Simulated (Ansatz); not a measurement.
At a fixed gate capacitance, leakage is set by how thick the film may be and how fast states decay in it.

The yardstick is α-quartz SiO2. Target: an equivalent oxide thickness (EOT) of 1.0 nm, defined with 3.9 for SiO2. Assumed for all rows: a barrier of 0.3 times the gap and a tunnelling mass of 0.5 mₑ.

Levels of theory (Ansatz, a plane-wave PAW program): gap: HSE06, on its own or a semilocal cell; ε₀, ε∞: r²SCAN, linear response, mean over directions (which differ by under 30 %). Cells of the HSE06 gaps: its own cell for MgO; the r²SCAN cell for Al2O3 (bixbyite), α-cristobalite SiO2, α-quartz SiO2.

Model phases, started by placing the elements on a structure type or from a typed cell, with no claim that they are known: Al2O3 (bixbyite). Runs started from generated or typed cells of the structure named: MgO. Over 15 meV/atom above the lowest phase of their formula at hand: Al2O3 (bixbyite) (40 meV/atom, r²SCAN). Spin–orbit coupling is left out unless named.

| crystal | E_g (eV) | ε₀ (static) | ε∞ |
|---|---|---|---|
| MgO (rock salt) | 6.56 | 9.75 | 3.00 |
| Al2O3 (bixbyite) | 7.32 | 9.53 | 3.04 |
| α-cristobalite SiO2 | 7.51 | 3.92 | 2.20 |
| α-quartz SiO2, reference | 7.78 | 4.47 | 2.38 |

The figures follow from the printed values by these rules: thickness t = EOT × ε₀/3.9; decay constant k = 5.123 nm⁻¹ × √(m φ/eV); attenuation 2kt/ln 10 = 0.8686 k t decades.

Task: Compute thickness, decay constant and attenuation for MgO, showing the steps.

Result: 
1. t = 1.0 × 9.75/3.9 = 2.500 nm
2. k = 5.123 × √(0.5 × 0.3 × 6.56) = 5.082 1/nm
3. attenuation: 0.8686 × 5.082 × 2.500 = 11.0 decades

Task: Put the candidates in order of attenuation, highest first.

Result: The same steps for every row:

| crystal | thickness (nm) | decay constant (1/nm) | attenuation (decades) |
|---|---|---|---|
| MgO (rock salt) | 2.500 | 5.082 | 11.0 |
| Al2O3 (bixbyite) | 2.444 | 5.368 | 11.4 |
| α-cristobalite SiO2 | 1.005 | 5.437 | 4.75 |
| α-quartz SiO2, reference | 1.146 | 5.534 | 5.51 |

Ranking by attenuation, highest first: Al2O3 (bixbyite) (11.4 ± 1.1) ≈ MgO (11.0 ± 1.0), α-quartz SiO2 (5.51 ± 0.52), α-cristobalite SiO2 (4.75 ± 0.45). The ± follows from allowances picked for this note (gap 10 %, ε₀ 8 %), carried to first order and added in quadrature; ≈ joins neighbours closer than their two ± added in quadrature. 2 of the 3 others clearly beat the reference on this figure.

Real barriers are band offsets to the channel, which are not computed here, and gate films are mostly amorphous or polycrystalline. Soft polar modes that raise ε₀ also scatter channel carriers. HSE06 gaps come from coarse meshes and special points. Where several phases of a formula are at hand, those over 0.1 eV/atom above the lowest were not drawn (by r²SCAN where it compared them, else by the largest value; a layered or molecular lowest phase counts only with a dispersion term); other phases could lie lower still. Crystals of Pb, Bi, Tl or Hg, those whose gap spin–orbit coupling moves by over 0.3 eV, and those of Te, I or Sb with no such test at hand were not drawn. Rows were sampled with a lean to familiar crystals, related or not, whatever their agreement with measurement; tables with many equal figures were not kept. Limits of the draw: gap over 3.5 eV, ε₀ under 150; for ε, a gap over 0.5 eV at its level, values under 300, no layered crystals; no unfamiliar magnets, and cubic perovskites only if shown or known to be stable. As a rule kept out of such tables: 4f compounds, open-shell compounds run without a Hubbard term, cells found unstable in the tests at hand, cells close to a higher symmetry, and runs set to a pressure or over 12 % in volume from the crystal's fullest run.
